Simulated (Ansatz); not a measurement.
Computed with DFT PBE, scalar-relativistic, plane waves, PAW (Ansatz). All cells share a 420 eV cutoff and Γ-centred k meshes spaced at most about 0.3 Å⁻¹ (about 0.25 or finer for metals, 2π included). No spin polarisation in the final relaxations.

Temperature and zero-point effects are left out. All come from trial cells, and lower structures may exist.

Question: Which of these relaxed structures of Ti₂TlSn is the lowest in energy?
A.

```cif
data_structure
_symmetry_space_group_name_H-M 'P2/m'
_symmetry_Int_Tables_number 10
_cell_length_a 3.0886
_cell_length_b 4.1831
_cell_length_c 6.1832
_cell_angle_alpha 90.000
_cell_angle_beta 93.268
_cell_angle_gamma 90.000
_cell_volume 79.76
loop_
_atom_site_label
_atom_site_type_symbol
_atom_site_symmetry_multiplicity
_atom_site_Wyckoff_symbol
_atom_site_fract_x
_atom_site_fract_y
_atom_site_fract_z
_atom_site_occupancy
Ti1 Ti 2 n 0.51933 0.50000 0.25564 1
Tl1 Tl 1 a 0.00000 0.00000 0.00000 1
Sn1 Sn 1 c 0.00000 0.00000 0.50000 1
```

B.

```cif
data_structure
_symmetry_space_group_name_H-M 'P-3m1'
_symmetry_Int_Tables_number 164
_cell_length_a 4.1468
_cell_length_b 4.1468
_cell_length_c 6.1418
_cell_angle_alpha 90.000
_cell_angle_beta 90.000
_cell_angle_gamma 120.000
_cell_volume 91.46
loop_
_atom_site_label
_atom_site_type_symbol
_atom_site_symmetry_multiplicity
_atom_site_Wyckoff_symbol
_atom_site_fract_x
_atom_site_fract_y
_atom_site_fract_z
_atom_site_occupancy
Ti1 Ti 2 d 0.33333 0.66667 0.24115 1
Tl1 Tl 1 b 0.00000 0.00000 0.50000 1
Sn1 Sn 1 a 0.00000 0.00000 0.00000 1
```

Answer: A. It has space group P2/m (No. 10); the next, B, with space group P-3m1 (No. 164), lies 269 meV/atom higher. Counting all near atoms (those within 1.25 times the shortest distance at each site), the lowest has Ti 12, Tl 12, Sn 12 and the next has Ti 6, Tl 8, Sn 8.

These runs have no spin–orbit coupling, which can matter for Tl. Cells relaxed within their symmetry can be saddle points. The P2/m cell of Ti2TlSn came from shaking the P-3m1 one. Some types were kept out of the candidates beforehand, so the set may lack a known form.
